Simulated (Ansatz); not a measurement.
An Ansatz (a quantum-chemistry and plane-wave program) run. Input:

Ansatz 0.2 input:
```yaml
crystal:
  lattice:
    - [0.0, 4.201578142, 4.201578142]
    - [4.201578142, 0.0, 4.201578142]
    - [4.201578142, 4.201578142, 0.0]
  atoms:
    - { symbol: Na, position: [0.5, 0.5, 0.5] }
    - { symbol: Tl, position: [0.25, 0.25, 0.25] }
    - { symbol: Tl, position: [0.75, 0.75, 0.75] }
    - { symbol: Ga, position: [0.0, 0.0, 0.0] }
    - { symbol: F, position: [0.2266798609, 0.7733201391, 0.7733201391] }
    - { symbol: F, position: [0.7733201391, 0.2266798608, 0.2266798608] }
    - { symbol: F, position: [0.7733201391, 0.2266798608, 0.7733201391] }
    - { symbol: F, position: [0.2266798608, 0.7733201391, 0.2266798609] }
    - { symbol: F, position: [0.7733201391, 0.7733201391, 0.2266798609] }
    - { symbol: F, position: [0.2266798608, 0.2266798609, 0.7733201391] }
kpoints:
  mp_grid: { grid: [6, 6, 6] }
hamiltonian:
  xc: r2scan
  pseudopotentials: { kind: paw }
scf:
  occupations: { method: fixed }
checkpoint: { read: static.run }
output: { bader: true, populations: true }
```

Output (shortened):

```
Pseudopotential: Na, paw, valence charge 9
Pseudopotential: Tl, paw, valence charge 13
Pseudopotential: Ga, paw, valence charge 13
Pseudopotential: F, paw, valence charge 7
Functional definition: r2SCAN
Crystal: 10 atoms, lattice volume = 148.343 Å³
Basis set: ecut = 500 eV, 3719 PW (Γ), exchange–correlation on 180×180×180 points (64 copies of the dense FFT grid, shifted against one another)
Bands: 55, of which v1, the nominal top of the filled ones, is band 45 counted from 1 (44 counted from 0)
Symmetry: 48 space group operations
Space group: Fm-3m (ITA 225), of the structure as read, at distance tolerance 5.3e-5 Å
k-points: 16 of 216
Stability of the state it starts from, as read at its close in the unpolarized treatment …
iter 1 solved again at ethr=2.22e-7 eV; its pass at ethr=3.10e-3 eV (dr2=2.00e-4 eV) is discarded
SCF iter   1: F=—  HF=-33063.382896 eV  |F-HF|=—  |Δ(HF+E_count)|=         —  Δρ=1.31e-6  dr2=1.11e-9  dr2_τ=9.51e-11  ethr=2.22e-7  ⟨swp⟩=3.0  Hψ=4586  notcnv=0  defer=124
preconditioner: auto → Resta (q_TF=auto, 2.510 Å⁻¹)
SCF iter   2: F=—  HF=-33063.383003 eV  |F-HF|=—  |Δ(HF+E_count)|=   1.07e-4  Δρ=1.14e-6  dr2=9.63e-10  dr2_τ=1.24e-10  ethr=1.23e-12  ⟨swp⟩=10.8  Hψ=4428  notcnv=0
SCF iter   3: F=-33063.383003 eV  HF=-33063.383003 eV  |F-HF|=2.04e-10  |Δ(HF+E_count)|=  2.76e-10  Δρ=5.55e-7  dr2=2.11e-10  dr2_τ=1.70e-11  ethr=1.07e-12  ⟨swp⟩=1.0  Hψ=2388  notcnv=0
SCF 1 converged in 3 iterations: F = -33063.383003 eV  dr2 = 2.11e-10
SCF converged after 3 iterations
Free energy (F): -33063.383003 eV
Harris-Foulkes:  -33063.383003 eV  (|F-HF|=2.04e-10)
Internal energy: -33063.383003 eV  (E = F + TS)
E sigma→0 (E₀):  -33063.383003 eV
Fermi energy:    4.100126 eV
--- Per-component energies (eV) ---
  E_band       = -530.607142
  E_kinetic    = 2151.508376
  E_local      = -8705.034949  (includes V_loc(G=0)·N_el)
  E_nonlocal   = 1629.097570
  E_hartree    = 3452.455296
  E_xc         = -1013.570309
  E_vxc        = -1126.897527  (∫ρ·V_xc dr)
  E_paw        = -23881.012035  (= ΣΔE_a)
  E_vpaw       = -1467.543664  (= ΣTr[D̂ρ^β])
  E_aug_tail   = 0.006263  (compensation charges beyond the density's cutoff)
  E_vtau       = 83.345717  (kinetic-family band-sum trace: ∫τ·v_τ [+ j·A + Jᵃ·Aᵃ] dr)
  E_ewald      = -6698.045051
  E_core_change = 1.211836  (= ΣΔE_core)
  E_smearing   =  0.000000  (= −TS)
  E_closure    = 0.000000  (closes the sum)
  Σ components = -33063.383003   (vs F -33063.383003, Δ=0.00e0)
  [band-id]    e_kinetic+e_local+e_nonlocal+2·e_hartree+e_vxc+e_vpaw+e_augmentation_tail+e_vtau = -530.607621   (vs E_band -530.607142, Δ=-4.79e-4)
--- Band table (eV; the first three rows and the last of 16) ---
  k-point 0: bands = ["-46.3657", "-18.8417", "-18.3365", "-18.3365", "-18.3365", "-18.1670", "-18.1670", "-16.7258", "-16.7258", "-16.7258", "-8.4134", "-8.4134", "-8.4134", "-8.3882", "-8.3882", "-4.5085", "-4.5085", "-4.4474", "-4.4474", "-4.4474", …
  k-point 1: bands = ["-46.3658", "-18.8373", "-18.3364", "-18.3256", "-18.3256", "-18.1788", "-18.1788", "-16.7314", "-16.7248", "-16.7248", "-8.4135", "-8.4132", "-8.4132", "-8.3890", "-8.3890", "-4.5054", "-4.5054", "-4.4562", "-4.4535", "-4.4535", …
  k-point 2: bands = ["-46.3658", "-18.8283", "-18.3363", "-18.2955", "-18.2955", "-18.2106", "-18.2106", "-16.7426", "-16.7228", "-16.7228", "-8.4137", "-8.4129", "-8.4129", "-8.3904", "-8.3904", "-4.4976", "-4.4976", "-4.4753", "-4.4698", "-4.4698", …
  k-point 15: bands = ["-46.3658", "-18.7745", "-18.3469", "-18.3420", "-18.3083", "-18.2285", "-18.1841", "-16.7291", "-16.7252", "-16.7249", "-8.4142", "-8.4128", "-8.4121", "-8.4038", "-8.3892", "-4.5402", "-4.5182", "-4.5022", "-4.4976", "-4.4956", …
--- Löwdin populations: 10 sites ---
  site symbol       q [e]
     0     Na      8.2080
     1     Tl     12.3619
     2     Tl     12.3619
     3     Ga     11.7603
     4      F      7.5182
     5      F      7.5182
     6      F      7.5182
     7      F      7.5182
     8      F      7.5182
     9      F      7.5182
  spilling = 0.002207 (of n_electrons = 90.000000)
--- Bader charges: 10 sites ---
  site symbol  charge [e]  shift [e]
     0     Na      0.9090     0.0006
     1     Tl      0.8855     0.0000
     2     Tl      0.8855     0.0000
     3     Ga      2.1828     0.0132
     4      F     -0.8105     0.0021
     5      F     -0.8105     0.0021
     6      F     -0.8105     0.0021
     7      F     -0.8105     0.0021
     8      F     -0.8105     0.0021
     9      F     -0.8105     0.0021
  shift: an alarm, by how much a part of what the PAW files miss would move the charge. Where it is large, compare
  with a run on PAW files of another source; a small one proves nothing
  estimated error of the sums over rays = 2.1e-4 e
```

Cost: around 2.1 core-minutes (rough) on shared cores.

The workflow started from a Materials Project entry (that database holds measured and hypothetical structures alike); the Crystallography Open Database copy checked does not list it. Whether it is the stable phase at ambient conditions was not checked. The r²SCAN relaxation kept the symmetry of its start; its stability against distortions is not shown here. Spin–orbit coupling is left out wherever it is not named.

Potentials: the later of the program's two PAW sets.

Ansatz is a plane-wave DFT program.
